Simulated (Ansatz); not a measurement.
The slice is one period of a {100} plane through atoms; its size isn't given.

Calculation: PBE (plane waves to 420 eV, PAW, scalar-relativistic; Ansatz, a first-principles code). Near the nuclei the fields are pseudised (PAW); where an atom keeps semicore shells as valence, they peak there.

```
|999999886644332211000000000000001122334466889999|
|999988775544331111000000000000001111334455778899|
|888877665533221100000000000000000011223355667788|
|666655553322111100001111111111000011112233555566|
|554444332222111111111122222211111111112222334444|
|333333221111111111223333333333221111111111223333|
|222211111111112222334444554444332222111111111122|
|111111000011112233555566666655553322111100001111|
|000000000011223355667788888877665533221100000000|
|000000001111334455778899999988775544331111000000|
|000000001122334466889999999999886644332211000000|
|000000001122335566889999999999886655332211000000|
|000000001122334466889999999999886644332211000000|
|000000001111334455778899999988775544331111000000|
|000000000011223355667788888877665533221100000000|
|111111000011112233555566666655553322111100001111|
|222211111111112222334444554444332222111111111122|
|333333221111111111223333333333221111111111223333|
|554444332222111111111122222211111111112222334444|
|666655553322111100001111111111000011112233555566|
|888877665533221100000000000000000011223355667788|
|999988775544331111000000000000001111334455778899|
|999999886644332211000000000000001122334466889999|
|999999886655332211000000000000001122335566889999|
```
Scale: ten equal steps from -0.92 (start of '0') to 0.89 (end of '9'), in the order '0123456789'. Values: log₁₀ of the valence density in e/Å³. The map has 24 points along u (two characters each, u = 0 at the left) and 24 along v (v = 0 in the bottom row). The scale is logarithmic, as a density can span decades between atoms and voids.

```
|xxxxxx99999977441100000000000000114477999999xxxx|
|xxxx999999886633110000000000000011336688999999xx|
|999999999977442200000000000000000022447799999999|
|999999997755221100001111111111000011225577999999|
|999988775522110011223344444433221100112255778899|
|777766442211001122446677777766442211001122446677|
|444433221100112255778899999988775522110011223344|
|111111000011225577999999999999997755221100001111|
|000000000022447799999999999999999977442200000000|
|0000000011336688999999xxxxxx99999988663311000000|
|00000000114477999999xxxxxxxxxx999999774411000000|
|00000000114477999999xxxxxxxxxx999999774411000000|
|00000000114477999999xxxxxxxxxx999999774411000000|
|0000000011336688999999xxxxxx99999988663311000000|
|000000000022447799999999999999999977442200000000|
|111111000011225577999999999999997755221100001111|
|444433221100112255778899999988775522110011223344|
|777766442211001122446677777766442211001122446677|
|999988775522110011223344444433221100112255778899|
|999999997755221100001111111111000011225577999999|
|999999999977442200000000000000000022447799999999|
|xxxx999999886633110000000000000011336688999999xx|
|xxxxxx99999977441100000000000000114477999999xxxx|
|xxxxxx99999977441100000000000000114477999999xxxx|
```
Scale: ten equal steps from 0.03 (start of '0') to 0.82 (end of '9'), in the order '0123456789'. Values: electron localisation function (ELF). The map has 24 points along u (two characters each, u = 0 at the left) and 24 along v (v = 0 in the bottom row). Points within 0.4 Å of a nucleus are blanked (x), as the pseudised field means little there.

Question: Which relaxed crystal do these maps come from?
(A) HfO₂ (fluorite)
(B) NiSi₂ (fluorite type, space group Fm-3m)
(C) Mg₂Ge (anti-fluorite)

Answer: A, HfO₂ (fluorite). Atoms on the slice: O at (0.00, 0.00); O at (0.50, 0.50)

All were relaxed with their symmetry unable to fall. HfO2 is run without spin polarisation. NiSi2 is run without spin polarisation. Spin-orbit coupling is left out. This is a high-temperature form of HfO2.
